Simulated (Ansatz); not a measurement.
# FeCo, first-principles data

FeCo:
```cif
data_CoFe
_chemical_formula_sum 'Fe1 Co1'
_space_group_name_H-M_alt 'P 1'
_space_group_IT_number 1
_cell_length_a 2.42821
_cell_length_b 2.42821
_cell_length_c 3.94294
_cell_angle_alpha 90.000
_cell_angle_beta 90.000
_cell_angle_gamma 110.124
loop_
_space_group_symop_operation_xyz
  'x, y, z'
loop_
_atom_site_label
_atom_site_type_symbol
_atom_site_fract_x
_atom_site_fract_y
_atom_site_fract_z
_atom_site_occupancy
Fe1 Fe 0.50000 0.50000 0.50000 1
Co1 Co 0.00000 0.00000 0.00000 1
```
The run is spin-polarised; directions of the spins, atom by atom: ↑ ↑.

Space group Cmmm (No. 65); conventional cell a = 2.781 Å, b = 3.981 Å, c = 3.943 Å, α = 90.00°, β = 90.00°, γ = 90.00°.

Method: the program Ansatz at the PBEsol level (PAW). The cell and atoms are relaxed at this level. Other levels are named where they apply.

Cell and energy:

| Property | Result |
|---|---|
| Volume per atom | 10.91 Å³ |
| Density | 8.73 g/cm³ |
| Formation energy from the elements (no fitted shifts) | 0.014 eV/atom |

Electronic structure:

| Property | Value |
|---|---|
| Electronic character | metallic (no gap) |
| Density of states at the Fermi level | 0.87 states/eV per atom (mean over ±0.08 eV) |

Magnetism:

| Property | Value |
|---|---|
| Magnetic order | ferromagnetic |
| Net moment | 2.15 μB per atom |

Mechanics:

| Quantity | Value |
|---|---|
| Bulk modulus (Birch–Murnaghan fit) | 220 GPa |
| Pressure derivative B′ | 4.4 |

The workflow started from a Materials Project entry (that database holds measured and hypothetical structures alike); the Crystallography Open Database copy checked does not list it. With Fe and Co taken as one species the cell has the higher symmetry Im-3m, so it may be an ordered model of a mixed-site phase. It is not the phase usual at ambient conditions (space group No. 221). Symmetry was held in the PBEsol relaxation; whether a distortion lowers the energy is not shown. Spin order of the final state: ferromagnetic, chosen from 5 collinear starts compared on coarse meshes (ties went to the first, and starts can fall back to one state), not a proven ground state. Axis ratios of metals converge slowly with the k-mesh, so a and c are less sure than the volume. The references are the lowest solids computed at this level, not always the standard phases.

Potentials: the earlier of the program's two PAW sets. The files were generated under PBE; for other functionals the program regenerates the frozen cores, and for LDA and PBEsol the local potential too.
